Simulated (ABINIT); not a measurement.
ABINIT input for GaP, PBE with JTH PAW datasets:

```
pp_dirpath "./pseudo"
pseudos "Ga.GGA_PBE-JTH.xml, P.GGA_PBE-JTH.xml"

acell 3*1.0 angstrom
rprim
    0.000000000000     2.725810000000     2.725810000000
    2.725810000000     0.000000000000     2.725810000000
    2.725810000000     2.725810000000     0.000000000000
ntypat 2
znucl 31 15
natom 2
typat 1 2
xred
    0.000000000000     0.000000000000     0.000000000000
    0.250000000000     0.250000000000     0.250000000000
tolsym 1e-5
chksymtnons 0
chkprim 0

ecut 20
pawecutdg 40
pawovlp 20
ngkpt 7 7 7
nshiftk 1
shiftk 0 0 0
nband 12
occopt 7
tsmear 0.001
diemac 8
tolvrs 1e-10
nstep 90

nucefg 2
quadmom 0.171 0
nucfc 1
prtwf 0
prtden 0
prteig 0
prtebands 0
prtgsr 0
```

The geometry is a computed Materials Project entry, not a measured one. It is GaP in F-43m. Stability against distortions was not tested.

Each row changes or adds one setting. The quadmom values are sizes without sign and don't touch the SCF cycle. The limit is 90 steps.  

```tsv
setting typed	SCF steps	k-points	converged
as in the input	11	20	yes
diemac = 1	11	20	yes
diemac = 1000	12	20	yes
diemac = 16	12	20	yes
diemac = 2	11	20	yes
diemac = 40	12	20	yes
diemix = 0.4	15	20	yes
diemix = 1.0	11	20	yes
iscf = 12	22	20	yes
iscf = 13	16	20	yes
iscf = 2	28	20	yes
```

Fewest SCF steps among converged rows: 11 (as in the input, diemac = 1, diemac = 2, diemix = 1.0); most steps: 28 (iscf = 2). Steps of different solvers differ in work.
